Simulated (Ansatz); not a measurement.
The relaxed structure here is a generated cell of SiRu3: the first start was made by placing the elements on the sites of a structure type, and the end was not matched to a known phase here, so it may be hypothetical.

Relaxation of a generated cell, SiRu3 built in the D03 structure type; 4 atoms in the cell, which starts as Fm-3m (No. 225), cF16; a = 6.3080 Å, b = 6.3080 Å, c = 6.3080 Å, α = 90.00°, β = 90.00°, γ = 90.00°. The numbers are results of r2SCAN (plane waves to 500 eV, PAW, scalar-relativistic; Ansatz, a program for electronic structure), not measurements. Γ-centred k-mesh 6×6×6 on the run's cell (coarser than for final values), Fermi–Dirac smearing 0.05 eV. This is the first round of the run. 

The optimiser's lines from the output (shortened; P is positive under compression):

```
relax step   1: F+E_penalty+E_count = -18309.93249779 eV  Δ(F+E_penalty+E_count) = +0.000e0 eV  max|allowed force component| = 1.446e-18 eV/Å  Δτ_max = 0.0000 Å  P = -31.501 GPa  Ω = 62.749 Å³  (10 SCF iters, dr2 threshold 1.00e-7 eV, accepted)
relax step   2: F+E_penalty+E_count = -18311.02244774 eV  Δ(F+E_penalty+E_count) = -1.090e0 eV  max|allowed force component| = 3.469e-17 eV/Å  Δτ_max = 0.0000 Å  P = -3.808 GPa  Ω = 54.012 Å³  (7 SCF iters, dr2 threshold 4.00e-7 eV, accepted)
relax step   3: F+E_penalty+E_count = -18311.03071993 eV  Δ(F+E_penalty+E_count) = -8.272e-3 eV  max|allowed force component| = 1.793e-17 eV/Å  Δτ_max = 0.0000 Å  P = +1.493 GPa  Ω = 52.998 Å³  (6 SCF iters, dr2 threshold 4.00e-7 eV, accepted)
relax step   4: F+E_penalty+E_count = -18311.03181086 eV  Δ(F+E_penalty+E_count) = -1.091e-3 eV  max|allowed force component| = 1.561e-17 eV/Å  Δτ_max = 0.0000 Å  P = -0.039 GPa  Ω = 53.280 Å³  (6 SCF iters, dr2 threshold 4.00e-7 eV, accepted)
relax step   5: F+E_penalty+E_count = -18311.03181628 eV  Δ(F+E_penalty+E_count) = -5.420e-6 eV  max|allowed force component| = 3.282e-17 eV/Å  Δτ_max = 0.0000 Å  P = -0.000 GPa  Ω = 53.273 Å³  (4 SCF iters, dr2 threshold 3.72e-9 eV, accepted)
relax step   6: F+E_penalty+E_count = -18311.02839767 eV  Δ(F+E_penalty+E_count) = +3.419e-3 eV  max|allowed force component| = 3.296e-17 eV/Å  Δτ_max = 0.0000 Å  P = -0.069 GPa  Ω = 53.273 Å³  stress off target by 6.92e-2 GPa  SCF on the basis re-selected at this cell (its energy is not comparable with the rows above)  (8 SCF iters)
relax step   7: F+E_penalty+E_count = -18311.02840733 eV  Δ(F+E_penalty+E_count) = -9.665e-6 eV  max|allowed force component| = 2.732e-17 eV/Å  Δτ_max = 0.0000 Å  P = -0.000 GPa  Ω = 53.260 Å³  (5 SCF iters, dr2 threshold 1.20e-8 eV, accepted)
relax step   8: F+E_penalty+E_count = -18311.02840733 eV  Δ(F+E_penalty+E_count) = -6.730e-10 eV  max|allowed force component| = 2.790e-17 eV/Å  Δτ_max = 0.0000 Å  P = -0.000 GPa  Ω = 53.260 Å³  stress off target by 2.02e-4 GPa  SCF on the basis re-selected at this cell (its energy is not comparable with the rows above)  (5 SCF iters)
```

From the first to the last row the energy changes by -0.27 eV/atom and the volume by -15.1 %. The last row is marked as not comparable with the walk above it, whose basis was carried along; it does compare with step 1, since both stand on a basis selected at the nominal cutoff for their own cell.

Later rounds, restarted from the end of this one on a renewed k-mesh, logged 8 more steps and released under 0.01 eV/atom more. The final structure after all rounds: Fm-3m (No. 225), cF16, AFLOW prototype AB3_cF16_225_a_bc (D0_3, as in BiF3); a = b = c = 5.9729 Å, α = β = γ = 90.00°. Between re-selections the logged energies stand on a plane-wave basis carried along with the cell. No spin polarisation in the result.

The run could not lose the symmetry of its start, so the end can be a saddle point.

All atoms sit on sites fixed by symmetry, so only the cell could relax.
